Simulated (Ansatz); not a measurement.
## Strain response of YIr2

All numbers below come from DFT PBEsol, scalar-relativistic, plane waves, PAW (Ansatz 0.2.0). (420 eV cutoff, 8×8×8 k-mesh, Gaussian smearing of 0.10 eV, no spin polarisation)

The relaxed crystal:

```yaml
crystal:
  lattice:
    - [0.00000, 3.74658, 3.74658]
    - [3.74658, 0.00000, 3.74658]
    - [3.74658, 3.74658, 0.00000]
  atoms:
    - { symbol: Y, position: [0.50000, 0.50000, 0.50000] }
    - { symbol: Y, position: [0.75000, 0.75000, 0.75000] }
    - { symbol: Ir, position: [0.12500, 0.12500, 0.12500] }
    - { symbol: Ir, position: [0.62500, 0.12500, 0.12500] }
    - { symbol: Ir, position: [0.12500, 0.12500, 0.62500] }
    - { symbol: Ir, position: [0.12500, 0.62500, 0.12500] }
```

Deformation: uniaxial strain along a, with the lengths of b and c and the atoms relaxed and the angles held, all within the symmetry that the strain leaves. Energies are extrapolated to zero smearing.

Spin–orbit coupling is left out, which can shift energies with elements as heavy as these.

```
strain (%)  ΔE (meV/atom) a (Å) b (Å) c (Å)
      -4.5           32.5  5.060  5.304  5.304
      -3.0           14.3  5.140  5.300  5.300
      -1.5            3.5  5.219  5.298  5.298
      +0.0            0.0  5.298  5.298  5.298
      +1.5            3.3  5.378  5.301  5.301
      +3.0           12.7  5.457  5.306  5.306
      +4.5           27.7  5.537  5.312  5.312
```

Task: What stiffness (1/V) d²E/dε² at zero strain does a cubic fit over all points give?

Result: A cubic fit gives (1/V) d²E/dε² = 272 GPa at zero strain (Young's modulus along this axis, angles held).

Task: How does the free axis b answer a small strain?

Result: Between the innermost points its strain is 0.02 times the applied one.